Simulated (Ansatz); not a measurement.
A distorted cell of TaN (rock salt):

```xyz
4
Lattice="0.0000 4.3756 4.3756 2.1878 0.0000 2.1878 2.1878 2.1878 0.0000" Properties=species:S:1:pos:R:3 pbc="T T T"
N      0.3734     0.3734     0.0000
N      0.0000     2.1878     2.1878
Ta     2.1878     2.1878     2.1878
Ta     2.1878     4.3756     4.3756
```

Computed with PBEsol (plane waves to 420 eV, PAW, scalar-relativistic; Ansatz, a first-principles code). k mesh 15×15×15 (Γ-centred), Fermi-Dirac smearing 0.05 eV. E stands for the smeared free energy. Stress and pressure are positive under compression. With partly filled bands, energies and forces of such displacements shift with the k mesh and the smearing. Spin-orbit coupling is left out, though Ta is heavy. TaN is run without spin polarisation. TaN was relaxed with its symmetry unable to fall. This is a high-temperature form of TaN.

Problem. Predict the force on every atom, in eV/Å.

Solution. 
| atom | Fx | Fy | Fz |
|---|---|---|---|
| N1 | -4.383 | -4.383 | 0.000 |
| N2 | 1.177 | 1.177 | 0.000 |
| Ta3 | -1.124 | 4.329 | -0.041 |
| Ta4 | 4.329 | -1.124 | 0.041 |

Problem. Give the stress tensor in GPa and the pressure.

Solution. 
```
   38.1    -14.0     -0.5
  -14.0     38.1      0.5
   -0.5      0.5      0.1
```
The pressure, a third of the trace, is 25.4 GPa.

Problem. In it atom 1 sits (0.373, 0.373, 0.000) Å away from its relaxed site. What is its energy relative to the relaxed cell?

Solution. 1719 meV/cell.

(A displaced cell: forces are minus the slopes of the energy, force constants its curvatures, and phonons follow from these.)
